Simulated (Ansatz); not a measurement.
CdSiN2:
```
CdSiN2
1.0
    1.44888     0.83651     5.47639
   -1.44888     0.83651     5.47639
    0.00000    -1.67303     5.47639
Cd Si N
1 1 2
Direct
  0.00000   0.00000   0.00000
  0.50000   0.50000   0.50000
  0.77386   0.77386   0.77386
  0.22614   0.22614   0.22614
```

r²SCAN (plane waves, PAW; program Ansatz) gives a gap of 1.56 eV without spin–orbit coupling, maximum on the Γ–S0 line, 58 % of the way from Γ, minimum at Γ.

**Question.** What happens when spin–orbit coupling is switched on?

**Answer.** The gap stays essentially unchanged, to 1.56 eV; maximum on the Γ–S0 line, 58 % of the way from Γ, minimum at Γ.

**Question.** Give the electron effective mass with spin–orbit coupling.

**Answer.** 0.14, 0.33, 0.33 mₑ (principal values).

**Question.** Give the hole effective mass with spin–orbit coupling.

**Answer.** 0.32, 0.98, 1.5 mₑ (principal values).

Space group R-3m. The start of the workflow was typed in or built on a structure type; neither database checked (COD, Materials Project) lists it. Its standing as an ambient phase is unchecked. The r²SCAN relaxation kept the symmetry of its start; whether a distortion lowers the energy is not shown.

Potentials: the earlier of the program's two PAW sets.
